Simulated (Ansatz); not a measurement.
Molecular dynamics on a 2×2×1 supercell (12 atoms) of SnSe2 (CdI2 type), relaxed with r2SCAN+rVV10. Forces come from r2SCAN in Ansatz: a Nosé-Hoover thermostat at fixed volume, 1000 K, steps of 2 fs. Classical nuclei, no spin polarisation; a few dozen steps show the first response, not equilibrium.

```yaml
crystal:
  lattice:
    - [7.6502986386, 0.0, 0.0]
    - [-3.8251493193, 6.6253529676, 0.0]
    - [0.0, 0.0, 6.2270792392]
  atoms:
    - { symbol: Sn, position: [0.0, 0.0, 0.0] }
    - { symbol: Se, position: [0.1666666667, 0.3333333333, 0.2530782152] }
    - { symbol: Se, position: [0.3333333333, 0.1666666667, 0.7469217848] }
    - { symbol: Sn, position: [0.0, 0.5, 0.0] }
    - { symbol: Se, position: [0.1666666667, 0.8333333333, 0.2530782152] }
    - { symbol: Se, position: [0.3333333333, 0.6666666667, 0.7469217848] }
    - { symbol: Sn, position: [0.5, 0.0, 0.0] }
    - { symbol: Se, position: [0.6666666667, 0.3333333333, 0.2530782152] }
    - { symbol: Se, position: [0.8333333333, 0.1666666667, 0.7469217848] }
    - { symbol: Sn, position: [0.5, 0.5, 0.0] }
    - { symbol: Se, position: [0.6666666667, 0.8333333333, 0.2530782152] }
    - { symbol: Se, position: [0.8333333333, 0.6666666667, 0.7469217848] }
kpoints:
  mp_grid: { grid: [3, 3, 2] }
hamiltonian:
  xc: r2scan
scf:
  occupations: { method: fermi_dirac, width: 0.086 }
md:
  ensemble: nvt_nose_hoover
  temperature: 1000
  timestep: 2.0
  n_steps: 30
  initial_velocities: maxwell_boltzmann
  seed: 9834
```

Run as `ansatz run input.yaml --threads 4 --pin off --max-ram 3686MiB --backend cpu --events-out ev --progress --plain --runs-dir out`. Wall time 5.6 min on 4 threads of Arm Neoverse V2, on a shared host; peak host memory 1.9 GiB.

Problem. How do temperature and energy develop?

Solution. The temperature starts at 1000 K, is lowest at step 24 (138 K, 48 fs) and ends at 238 K. The thermostat hasn't had time to restore it. The atoms start on their lattice sites with kinetic energy alone, so much of it first passes into potential energy. By the last step the atoms have moved 0.17 Å in the root mean square, the drift of the whole cell taken out, 0.30 Å at most.
```tsv
step	t (fs)	T (K)	free energy F from step 0 (meV/atom)	kinetic energy (meV/atom)	largest force (eV/Å)
0	0	1000	0.0	118.5	0.04
1	2	996	0.5	118.0	0.17
2	4	984	1.9	116.5	0.34
3	6	964	4.3	114.2	0.50
4	8	937	7.5	111.0	0.66
5	10	904	11.4	107.1	0.81
6	12	864	16.2	102.4	0.96
7	14	819	21.5	97.1	1.10
8	16	770	27.4	91.2	1.24
9	18	717	33.7	85.0	1.37
10	20	661	40.4	78.4	1.49
11	22	604	47.2	71.6	1.60
12	24	547	54.2	64.8	1.70
13	26	490	61.1	58.0	1.79
14	28	434	67.8	51.4	1.87
15	30	381	74.2	45.1	1.93
16	32	332	80.2	39.3	1.99
17	34	287	85.7	34.0	2.02
18	36	247	90.5	29.2	2.06
19	38	213	94.7	25.2	2.09
20	40	185	98.2	21.9	2.09
21	42	163	100.8	19.3	2.08
22	44	148	102.7	17.6	2.05
23	46	140	103.8	16.6	2.01
24	48	138	104.2	16.4	1.94
25	50	142	103.9	16.9	1.87
26	52	152	102.9	18.0	1.84
27	54	167	101.3	19.8	1.85
28	56	187	99.2	22.1	1.84
29	58	210	96.7	24.9	1.84
30	60	238	93.8	28.2	1.82
```

Positions (Å) and forces (eV/Å) at step 30:
```
Sn  -0.062   0.015  -0.034     0.502  -0.400   0.360
Se   0.160   2.155   1.538    -0.929   0.227   0.223
Se   1.840   1.012   4.593     0.765   0.183   0.546
Sn  -1.929   3.240  -0.127     0.438   1.036   0.566
Se  -1.952   5.736   1.594    -0.200  -1.132  -0.209
Se   0.047   4.339   4.761    -0.479   1.076  -0.728
Sn   3.807   0.083   0.139    -0.043  -0.991  -0.910
Se   3.943   2.251   1.478    -0.120   0.427   0.969
Se   5.864   1.162   4.583    -0.777  -0.741  -0.063
Sn   1.898   3.365  -0.002     0.203  -0.613   0.415
Se   1.902   5.416   1.859    -0.018   0.524  -1.746
Se   3.665   4.315   4.540     0.658   0.404   0.577
```
